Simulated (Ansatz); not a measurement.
An Ansatz (a program for electronic structure) run. Input:

Ansatz 0.2 input:
```yaml
crystal:
  lattice:
    - [3.7413949382, 0.0, 0.0]
    - [0.0, 3.7413949382, 0.0]
    - [0.0, 0.0, 3.7413949382]
  atoms:
    - { symbol: Ag, position: [0.0, 0.0, 0.0] }
    - { symbol: I, position: [0.5, 0.5, 0.5] }
kpoints:
  mp_grid: { grid: [8, 8, 8] }
  band_path:
    path:
      - [[0.0, 0.0, 0.0], [0.0, 0.5, 0.0], [0.5, 0.5, 0.0], [0.0, 0.0, 0.0], [0.5, 0.5, 0.5], [0.0, 0.5, 0.0]]  # Γ-X-M-Γ-R-X
      - [[0.5, 0.5, 0.5], [0.5, 0.5, 0.0]]  # R-M
    npoints: 12
basis: { xc_grid: 2 }
hamiltonian:
  xc: pbesol
  pseudopotentials: { azcp: { folder: ./paw }, kind: paw_fr }
magnetization: { noncollinear: true, spin_orbit: true }
scf:
  n_extra_bands: 12
  convergence: { dr2_threshold: 0.0000000001 }
  occupations: { method: gaussian, width: 0.05 }
output: { eigenvalues: true }
```

Output (shortened):

```
Pseudopotentials: kind: paw_fr
Pseudopotential: Ag, paw, valence charge 19
Pseudopotential: I, paw, valence charge 17
Functional definition: PBEsol
non-collinear run that drives no moment, with spin-orbit …
Crystal: 2 atoms, lattice volume = 52.372 Å³
Basis set: ecut = 420 eV, 1021 PW (Γ), exchange–correlation on 54×54×54 points (8 copies of the dense FFT grid, shifted against one another)
Bands: 48, of which v1, the nominal top of the filled ones, is band 36 counted from 1 (35 counted from 0)
Symmetry: 48 space group operations + 48 with time reversal
k-points: 35 of 512
Projection manifold: j_resolved (fully-relativistic pseudo-atomic orbitals)
PAW frozen core: Ag, regenerated for the run's functional, and the local potential with it
PAW frozen core: I, regenerated for the run's functional, and the local potential with it
Initial density: superposition of atomic densities (chi_scale 0.1, normalization cell, long waves kept (reshape's long-wave potential 0.00 eV rms))
Initial wavefunctions: pseudopotential atomic-orbital guess
Eigensolver: davidson
Functional: x = pbesol(κ = 0.804, μ = 0.12345679012345678), c = pbesol(β = 0.046)
SCF iter   1: F=—  HF=-14960.357755 eV  |F-HF|=—  |Δ(HF+E_count)|=         —  Δρ=5.39e-2  dr2=2.60e0  dr2_m=0.00e0 (ungated)  ethr=3.10e-3  |M|=0.00e0 ∫|m|=0.00e0 μB  |m|>n=0.0e0 m-floor=0.0e0 τ_xc=0.0e0  β_m=0.30  ⟨swp⟩=9.0  Hψ=4380  notcnv=0  defer=58
all-band conjugate gradients solve this SCF's bands
preconditioner: auto → Resta (q_TF=auto, 2.563 Å⁻¹)
spin=Noncollinear: Resta preconditioning applied to the charge; magnetization (m_x, m_y, m_z) channels mix plain (no charge-response kernel on spin).
SCF iter   2: F=—  HF=-14959.780890 eV  |F-HF|=—  |Δ(HF+E_count)|=   5.77e-1  Δρ=2.39e-2  dr2=5.96e-1  dr2_m=0.00e0 (ungated)  ethr=3.10e-3  |M|=0.00e0 ∫|m|=0.00e0 μB  |m|>n=0.0e0 m-floor=0.0e0 τ_xc=0.0e0  β_m=0.42  ⟨swp⟩=3.1  Hψ=1327  notcnv=0  defer=196
preconditioner: auto → Kerker (q_TF=auto, 2.563 Å⁻¹)
spin=Noncollinear: Kerker preconditioning applied to the charge; magnetization (m_x, m_y, m_z) channels mix plain (no charge-response kernel on spin).
SCF iter   3: F=—  HF=-14959.621516 eV  |F-HF|=—  |Δ(HF+E_count)|=   1.59e-1  Δρ=7.73e-3  dr2=3.74e-2  dr2_m=0.00e0 (ungated)  ethr=1.66e-3  |M|=0.00e0 ∫|m|=0.00e0 μB  |m|>n=0.0e0 m-floor=0.0e0 τ_xc=0.0e0  β_m=0.71  ⟨swp⟩=3.3  Hψ=1364  notcnv=0  defer=192
SCF iter   4: F=—  HF=-14959.624654 eV  |F-HF|=—  |Δ(HF+E_count)|=   3.14e-3  Δρ=2.61e-3  dr2=7.46e-3  dr2_m=0.00e0 (ungated)  ethr=1.04e-4  |M|=0.00e0 ∫|m|=0.00e0 μB  |m|>n=0.0e0 m-floor=0.0e0 τ_xc=0.0e0  β_m=0.66  ⟨swp⟩=3.0  Hψ=1699  notcnv=0  defer=202
SCF iter   5: F=—  HF=-14959.622650 eV  |F-HF|=—  |Δ(HF+E_count)|=   2.00e-3  Δρ=1.20e-3  dr2=1.72e-3  dr2_m=0.00e0 (ungated)  ethr=2.07e-5  |M|=0.00e0 ∫|m|=0.00e0 μB  |m|>n=0.0e0 m-floor=0.0e0 τ_xc=0.0e0  β_m=0.83  ⟨swp⟩=2.0  Hψ=1187  notcnv=0  defer=202
SCF iter   6: F=—  HF=-14959.622260 eV  |F-HF|=—  |Δ(HF+E_count)|=   3.89e-4  Δρ=3.70e-4  dr2=1.22e-4  dr2_m=0.00e0 (ungated)  ethr=4.76e-6  |M|=0.00e0 ∫|m|=0.00e0 μB  |m|>n=0.0e0 m-floor=0.0e0 τ_xc=0.0e0  β_m=0.80  ⟨swp⟩=2.0  Hψ=853  notcnv=0  defer=202
SCF iter   7: F=—  HF=-14959.622229 eV  |F-HF|=—  |Δ(HF+E_count)|=   3.09e-5  Δρ=1.07e-4  dr2=7.07e-6  dr2_m=0.00e0 (ungated)  ethr=3.38e-7  |M|=0.00e0 ∫|m|=0.00e0 μB  |m|>n=0.0e0 m-floor=0.0e0 τ_xc=0.0e0  β_m=0.90  ⟨swp⟩=2.0  Hψ=1056  notcnv=0  defer=202
SCF iter   8: F=—  HF=-14959.622225 eV  |F-HF|=—  |Δ(HF+E_count)|=   3.75e-6  Δρ=1.59e-5  dr2=2.98e-7  dr2_m=0.00e0 (ungated)  ethr=1.96e-8  |M|=0.00e0 ∫|m|=0.00e0 μB  |m|>n=0.0e0 m-floor=0.0e0 τ_xc=0.0e0  β_m=0.95  ⟨swp⟩=2.4  Hψ=1099  notcnv=0  defer=202
SCF iter  11: F=-14959.622223 eV  HF=-14959.622223 eV  |F-HF|=3.64e-12  |Δ(HF+E_count)|=  2.11e-10  Δρ=1.97e-7  dr2=1.53e-11  dr2_m=0.00e0 (ungated)  ethr=1.00e-12  |M|=0.00e0 ∫|m|=0.00e0 μB  |m|>n=0.0e0 m-floor=0.0e0 τ_xc=0.0e0  ⟨swp⟩=12.4  Hψ=3472  notcnv=0
SCF 1 converged in 11 iterations: F = -14959.622223 eV  dr2 = 1.53e-11
NSCF: frozen V_eff on 74 k-points
SCF converged after 11 iterations
Magnetization: |M| = 0.0000 μB,  M = (+0.0000, +0.0000, +0.0000) μB
Absolute magnetization: 0.0000 μB (∫|m|)
  site 0: m = (+0.0000, +0.0000, +0.0000) μB, |m| = 0.0000 μB  (R = 1.34 Å)
  site 1: m = (+0.0000, +0.0000, +0.0000) μB, |m| = 0.0000 μB  (R = 1.34 Å)
Free energy (F): -14959.622223 eV
Harris-Foulkes:  -14959.622223 eV  (|F-HF|=3.64e-12)
Internal energy: -14959.621740 eV  (E = F + TS)
E sigma→0 (E₀):  -14959.621981 eV
Entropy (-TS):   -0.000483 eV (-0.242 meV/atom)
Fermi energy:    10.981868 eV
--- Per-component energies (eV) ---
  E_band       = -643.288479
  E_kinetic    = 626.665988
  E_local      = -4384.106343  (includes V_loc(G=0)·N_el)
  E_nonlocal   = 155.358372
  E_hartree    = 2049.218557
  E_xc         = -263.294058
  E_vxc        = -309.108111  (∫ρ·V_xc dr)
  E_paw        = -8598.278628  (= ΣΔE_a)
  E_vpaw       = -830.533356  (= ΣTr[D̂ρ^β])
  E_aug_tail   = -0.002152  (compensation charges beyond the density's cutoff)
  E_ewald      = -4545.924268
  E_core_change = 0.740791  (= ΣΔE_core)
  E_smearing   = -0.000483  (= −TS)
  E_closure    = 0.000000  (closes the sum)
  Σ components = -14959.622223   (vs F -14959.622223, Δ=0.00e0)
  [band-id]    e_kinetic+e_local+e_nonlocal+2·e_hartree+e_vxc+e_vpaw+e_augmentation_tail = -643.288487   (vs E_band -643.288479, Δ=-8.15e-6)
--- Band table (eV; the first three rows and the last of 35) ---
  k-point 0: bands = ["-80.1121", "-80.1121", "-47.1996", "-47.1996", "-42.0866", "-42.0866", "-42.0866", "-42.0866", "-34.9003", "-34.9003", "-34.9003", "-34.9003", "-33.1863", "-33.1863", "-33.1863", "-33.1863", "-33.1831", "-33.1831", "-2.5938", "-2.5938", "6.7712", "6.7712", "6.7712", "6.7712", "7.4757", "7.4757", "7.4757", "7.4757", "7.7030", "7.7030", "8.6180", "8.6180", "9.7082", "9.7082", "9.7082", "9.7082", "10.6778", "10.6778", "16.8278", "16.8278", "16.8278", "16.8278", "20.8924", "20.8924", "21.8332", "21.8332", "21.8332", "21.8332"]
  k-point 1: bands = ["-80.1121", "-80.1121", "-47.1996", "-47.1996", "-42.0869", "-42.0869", "-42.0865", "-42.0865", "-34.9003", "-34.9003", "-34.9001", "-34.9001", "-33.1863", "-33.1863", "-33.1859", "-33.1859", "-33.1832", "-33.1832", "-2.5091", "-2.5091", "6.7269", "6.7269", "6.7782", "6.7782", "7.2851", "7.2851", "7.4406", "7.4406", "7.6402", "7.6402", "8.2736", "8.2736", "9.3259", "9.3259", "9.9259", "9.9259", "11.6043", "11.6043", "16.8597", "16.8597", "17.3417", "17.3417", "20.2095", "20.2095", "20.8968", "20.8968", "20.9647", "20.9647"]
  k-point 2: bands = ["-80.1121", "-80.1121", "-47.1999", "-47.1999", "-42.0877", "-42.0877", "-42.0865", "-42.0865", "-34.9003", "-34.9003", "-34.8998", "-34.8998", "-33.1863", "-33.1863", "-33.1852", "-33.1852", "-33.1834", "-33.1834", "-2.2875", "-2.2875", "6.1705", "6.1705", "6.7890", "6.7890", "6.9060", "6.9060", "7.3082", "7.3082", "7.5936", "7.5936", "7.8329", "7.8329", "9.7063", "9.7063", "10.4328", "10.4328", "12.6251", "12.6251", "16.9460", "16.9460", "17.5959", "17.5959", "19.0127", "19.0127", "19.3330", "19.3330", "20.6275", "20.6275"]
  k-point 34: bands = ["-80.1119", "-80.1119", "-47.2013", "-47.2013", "-42.0895", "-42.0895", "-42.0895", "-42.0895", "-34.8990", "-34.8990", "-34.8990", "-34.8990", "-33.1849", "-33.1849", "-33.1832", "-33.1832", "-33.1832", "-33.1832", "-0.8657", "-0.8657", "5.5644", "5.5644", "5.7760", "5.7760", "5.7760", "5.7760", "7.7211", "7.7211", "7.7211", "7.7211", "9.3588", "9.3588", "9.7277", "9.7277", "9.7277", "9.7277", "12.8205", "12.8205", "13.0597", "13.0597", "13.0597", "13.0597", "13.7316", "13.7316", "26.3378", "26.3378", "27.1654", "27.1654"]
  band table: 48 of 48 bands, residual norms ≤ 1.0e-3 eV
```

Cost: very roughly 50 core-seconds on shared cores.

Space group Pm-3m (CsCl type). The workflow started from a Materials Project entry (that database holds measured and hypothetical structures alike); the Crystallography Open Database copy checked does not list it. It is not the phase usual at ambient conditions (space group No. 186, 216). The cell was relaxed with PBEsol under the symmetry of its start. At this level the phase is mechanically unstable. The run is not spin-polarised. Its formation energy is positive at this level, so the cell may be metastable or incomplete.

Potentials: the earlier of the program's two PAW sets.

Ansatz is a plane-wave DFT program.
